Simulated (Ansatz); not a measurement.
HfTiO4:
Space group Pbcn (No. 60); a = 4.669 Å, b = 11.789 Å, c = 4.937 Å, α = β = γ = 90.00°

| atom | site | symmetry | x | y | z |
|---|---|---|---|---|---|
| Hf | 4c | .2. | 0.0000 | 0.1684 | 0.2500 |
| Ti | 4c | .2. | 0.0000 | 0.4289 | 0.2500 |
| O | 8d | 1 | 0.2684 | 0.0534 | 0.0734 |
| O | 8d | 1 | 0.2210 | 0.3121 | 0.0841 |

Relaxed with r²SCAN. The program Ansatz at the r²SCAN level (PAW) gives a gap of 3.54 eV.

### Question
What gap does HSE06 give on the same cell (Ansatz, PAW)?

### Answer
4.77 eV, 1.23 eV more. The hybrid was solved on a coarser mesh and at special points; its gap is the smallest among all of these.

Cost on shared cores: the r²SCAN run (SCF on a 6×3×6 mesh, then bands and DOS) roughly 15 core-minutes, the HSE06 run (SCF on 4×2×4, then a few points) about 11 core-minutes (a rough figure); the tasks are unlike.

The start of the workflow was typed in or built on a structure type; neither database checked (COD, Materials Project) lists it. Whether it is the stable phase at ambient conditions was not checked. The r²SCAN relaxation kept the symmetry of its start; whether a distortion lowers the energy is not shown. The workflow began spin-polarised and lost its moments. Spin–orbit coupling is left out wherever it is not named.

Potentials: the later of the program's two PAW sets.
